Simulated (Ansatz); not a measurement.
MgCoGe:
```xyz
6
Lattice="3.8559 0.0000 0.0000 0.0000 3.8559 0.0000 0.0000 0.0000 6.1182" Properties=species:S:1:pos:R:3 pbc="T T T"
Mg     0.0000     1.9280     1.9492
Mg     1.9280     0.0000     4.1691
Co     0.0000     0.0000     0.0000
Co     1.9280     1.9280     0.0000
Ge     0.0000     1.9280     4.7457
Ge     1.9280     0.0000     1.3725
```

Relaxed with r²SCAN. Special points in fractions of this cell's reciprocal vectors: Γ (0.000, 0.000, 0.000); X (0.000, 0.500, 0.000); M (0.500, 0.500, 0.000); Z (0.000, 0.000, 0.500); R (0.000, 0.500, 0.500); A (0.500, 0.500, 0.500).

Problem. List the band energies nearest the Fermi level at these points for the program Ansatz at the r²SCAN level (PAW).

Solution. In eV from the Fermi level; about four levels below and three above (degenerate sets whole), none deeper than 8.9 eV; points with the same levels are listed once.

| k | below | above |
|---|---|---|
| Γ | -1.47 -0.80 -0.75 -0.75 | 0.11 1.53 3.43 3.43 |
| X | -1.27 -1.27 -0.37 -0.37 | 1.97 1.97 4.74 4.74 |
| M | -1.37 -1.37 -0.95 -0.95 | 0.13 0.13 2.59 2.59 |
| Z | -0.80 -0.58 -0.58 -0.41 | 0.11 2.01 2.01 |
| R | -1.77 -1.77 -1.47 -1.47 | 1.29 1.29 2.18 2.18 |
| A | -1.54 -1.54 -0.96 -0.96 | 0.53 0.53 4.56 4.56 |

Space group P4/nmm. The workflow started from a Materials Project entry (that database holds measured and hypothetical structures alike); the Crystallography Open Database copy checked does not list it. Whether it is the stable phase at ambient conditions was not checked. Symmetry was held in the r²SCAN relaxation; its stability against distortions is not shown here. The run is not spin-polarised. Spin–orbit coupling is left out wherever it is not named.

Potentials: the later of the program's two PAW sets.
